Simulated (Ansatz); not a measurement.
V₃S₄: from the end of a run back to its start

System: V₃S₄, a measured crystal structure (space group C2/m); the cell holds 7 atoms. Sizeable forces remain on the atoms, so the positions aren't those of the computed minimum. Source: COD entry 1537894, which need not be the ambient phase.

```
V S
1.0
     6.29950   -1.64100    0.00000
     6.29950    1.64100    0.00000
    -2.54059    0.00000    5.28839
V S
3 4
Direct
  0.74400 0.74400 0.69700
  0.25600 0.25600 0.30300
  0.00000 0.00000 0.00000
  0.11300 0.11300 0.45300
  0.88700 0.88700 0.54700
  0.64000 0.64000 0.97200
  0.36000 0.36000 0.02800
```

Numbers behind element symbols give the atom's place in this list.

The calculation used DFT, PBEsol+U, PAW, plane waves, scalar-relativistic (Ansatz development build ahead of 0.2.0).

```yaml
Hubbard_term_Dudarev_form: U − J = 3.25 eV on V d, on Löwdin-orthonormalised all-electron atomic orbitals
Plane-wave_cutoff: 420 eV
k-point_mesh: 6×6×4 (Γ-centred)
Occupations: Gaussian smearing, 0.05 eV
Valence_electrons: 63
```

Site moments are integrals over atomic spheres and don't add up to the total.

A static U favours moments and orbital order; the result depends on U and need not be the measured state.

The mesh is too coarse to rank close states of a metal with certainty: differences of some tens of meV/atom may change, at times in sign.

In a plain SCF nothing is tried after convergence. Ends within 0.2 meV/atom and 0.1 μB count as one state.

One run gave this history:

```tsv
iteration	Harris–Foulkes energy + 12194 (eV)	largest residual (eV)	M (μB)	absolute moment (μB)
1	0.2850	2.24e+01	0.33	0.37
2	1.3142	1.44e+01	0.46	0.50
3	1.5570	1.24e+01	0.81	0.86
4	2.1878	2.63e+00	1.58	1.64
5	2.0474	1.77e+00	2.08	2.21
6	1.7171	2.04e-01	2.21	2.39
7	1.4622	1.78e-01	2.29	2.57
10	0.9149	6.30e-02	2.55	3.10
12	0.4758	5.32e-01	2.78	3.99
14	0.2728	3.43e-01	2.84	4.26
16	0.2521	6.98e-02	2.81	4.61
18	0.2072	2.58e-03	2.82	4.46
20	0.2068	2.21e-03	2.84	4.52
23	0.2051	1.95e-05	2.84	4.49
25	0.2050	1.35e-06	2.84	4.49
27	0.2050	8.25e-08	2.84	4.49
29	0.2050	7.86e-08	2.84	4.49
```

It ended magnetic with very unequal moments on like atoms, site moments V1 0.02, V2 0.02, V3 2.20 μB, total 2.84 μB per cell, no gap on the k-mesh.

Problem. These set-ups ended in different states. Which one gave the run above?
A. opposed moments +--, plain SCF [V1 2.00, V2 -2.00, V3 -2.00 μB]
B. spin on, no moments given (the program may seed its own), plain SCF
C. opposed moments ++-, plain SCF [V1 2.00, V2 2.00, V3 -2.00 μB]
D. parallel moments scaled by 0.03, plain SCF [V1 0.06, V2 0.06, V3 0.06 μB]

Solution. D. The others ended as follows, with energies against this run: “opposed moments +--, plain SCF” ferrimagnetic, -103 meV/atom; “spin on, no moments given (the program may seed its own), plain SCF” ferromagnetic, -97.5 meV/atom; “opposed moments ++-, plain SCF” ferrimagnetic, -106 meV/atom.
